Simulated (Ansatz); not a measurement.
Simulated powder pattern, Co Kα, λ = 1.79026 Å (kinematic, ideal powder, no thermal factors, no anomalous dispersion; the 30 strongest lines at most, above 1 %, up to 2θ = 90°):

```tsv
2θ (°)	I/Imax (%)
50.60	100
59.14	46
88.51	29
```

The pattern belongs to a structure relaxed with DFT-PBE in the program Ansatz with PAW potentials.

Task: Which of these materials gives this?
(A) Cu2O, Fd-3m (O on 8b, Cu on 16d)
(B) Cu2O, anti-CdI2 type
(C) Rh, fcc (Cu type)
(D) Cu, fcc (Cu type)

Result: D, Cu, fcc (Cu type)

Task: Give the lattice parameters.

Result: a = 3.628 Å.

Space group Fm-3m (fcc (Cu type)). The PBE relaxation kept the symmetry of its start. No spin polarisation was allowed.

Potentials: the earlier of the program's two PAW sets.
